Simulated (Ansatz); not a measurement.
Cu3Ge in space group Pmmn (No. 59; Cu on 2b, Cu on 4e, Ge on 2a) under volume change, PBEsol (plane waves, PAW; program Ansatz), shape and atoms relaxed at each volume.

| V (Å³/atom) | E − E(relaxed) (meV/atom) | P (GPa) |
|---|---|---|
| 11.117 | 55.5 | 17.79 |
| 11.483 | 23.1 | 10.75 |
| 11.850 | 5.4 | 4.88 |
| 12.216 | 0.0 | 0.00 |
| 12.583 | 4.8 | -4.06 |
| 12.949 | 18.1 | -7.45 |
| 13.316 | 38.4 | -10.27 |

### Question
What does a third-order Birch–Murnaghan fit give for V₀, B₀ and B′?

### Answer
V₀ = 12.22 Å³/atom, B₀ = 148 GPa, B′ = 5.1.

The workflow started from a Materials Project entry (that database holds measured and hypothetical structures alike); the Crystallography Open Database copy checked does not list it. Whether it is the stable phase at ambient conditions was not checked. The cell was relaxed with PBEsol under the symmetry of its start; whether a distortion lowers the energy is not shown. No spin polarisation was allowed.

Potentials: the later of the program's two PAW sets.
